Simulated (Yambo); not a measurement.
BaTiO3 (space group Amm2, No. 38): the exchange self-energy on PBEsol orbitals (Yambo, 4×4×4 mesh) holds the Coulomb divergence, which is integrated with random points (RandQpts).

```
random points  exchange-only gap (-0.5, -0.5, -0.5) → Γ (eV)  shift of the valence edge (eV)  gap against the reference (meV)
-------------  ---------------------------------------------  ------------------------------  -------------------------------
1,000                                                  14.33                           -5.03                              -26
10,000                                                 14.23                           -4.91                             -125
100,000                                                14.37                           -5.09                               15
1,000,000                                              14.37                           -5.08                                9
5,000,000                                              14.36                           -5.07                        reference
```

From 100,000 points on, the gap stays within 20 meV of the run with most points. The error is statistical; each row is a single draw, so the rows fix no rate of convergence.

Geometry of the Materials Project entry, not relaxed at this level; primitive cell a = 3.9833 Å, b = c = 4.0573 Å, α = 89.75°, β = γ = 90.00°.

This is not the ordinary phase of the substance.

A shift is the quasiparticle energy of the state minus its PBEsol energy.
